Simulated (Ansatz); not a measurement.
Relaxed-ion elastic tensor of KMgF$_{3}$ (cubic perovskite, space group No. 221) in GPa (Voigt order), r²SCAN (plane waves, PAW; program Ansatz); density 3.16 g/cm³, 12.64 Å³ per atom.

|  | 1 | 2 | 3 | 4 | 5 | 6 |
|---|---|---|---|---|---|---|
| 1 | 149 | 42.3 | 42.3 | 0.0 | 0.0 | 0.0 |
| 2 | 42.3 | 149 | 42.3 | 0.0 | 0.0 | 0.0 |
| 3 | 42.3 | 42.3 | 149 | 0.0 | 0.0 | 0.0 |
| 4 | 0.0 | 0.0 | 0.0 | 50.0 | 0.0 | 0.0 |
| 5 | 0.0 | 0.0 | 0.0 | 0.0 | 50.0 | 0.0 |
| 6 | 0.0 | 0.0 | 0.0 | 0.0 | 0.0 | 50.0 |

Question: Is the crystal mechanically stable?

Answer: Yes: the smallest eigenvalue of C is 50.0 GPa.

Question: Work out the Voigt, Reuss and Hill averages.

Answer: K_V = 77.9, K_R = 77.9, K_H = 77.9; G_V = 51.3, G_R = 51.3, G_H = 51.3 GPa.

Question: Give Young's modulus, Poisson's ratio, Pugh's ratio and the universal anisotropy index.

Answer: E = 9KG/(3K + G) = 126 GPa; ν = 0.23; K/G = 1.52 (brittle by the Pugh limit of 1.75); A_U = 5G_V/G_R + K_V/K_R − 6 = 0.01.

Question: Estimate the sound speeds and the Debye temperature.

Answer: v_l = √((K + 4G/3)/ρ) = 6800 m/s, v_t = √(G/ρ) = 4030 m/s, mean 4460 m/s; Θ = (h/k)(3n/4πV)^(1/3) v_m = 570 K.

Question: Give the Zener ratio and Young's modulus along [100], [110] and [111].

Answer: A = 2C44/(C11 − C12) = 0.94; 1/E = S11 − 2(S11 − S12 − S44/2)Γ with Γ = 0, 1/4, 1/3 gives 130, 125, 123 GPa.

Space group Pm-3m (cubic perovskite). Symmetry was held in the r²SCAN relaxation.

Potentials: the earlier of the program's two PAW sets. The files were generated under PBE; for other functionals the program regenerates the frozen cores, and for LDA and PBEsol the local potential too.
